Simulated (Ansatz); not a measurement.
## Perovskite alloy of SrTiO3 and CaTiO3 (17 of 27 Sr sites exchanged), 135 atoms

Ansatz, PAW, plane waves. PBEsol relaxation of volume and atoms (shape held) at the single k point (½, ½, ½); single points on the relaxed atoms at the Γ point alone, onto which points of the small cell's zone fold. Arrangement: quasirandom. No spin–orbit coupling unless named.

Relaxed cell: a = 11.551 Å, b = 11.551 Å, c = 11.551 Å, α = 90.00°, β = 90.00°, γ = 90.00°.

Mean bond lengths: Ca–O 2.623 Å; O–Sr 2.742 Å; O–Ti 1.939 Å.

Problem. What gap lies between the top filled and the lowest empty level in the single points?

Solution. HSE06 3.69 eV (61 s on NVIDIA GB200).
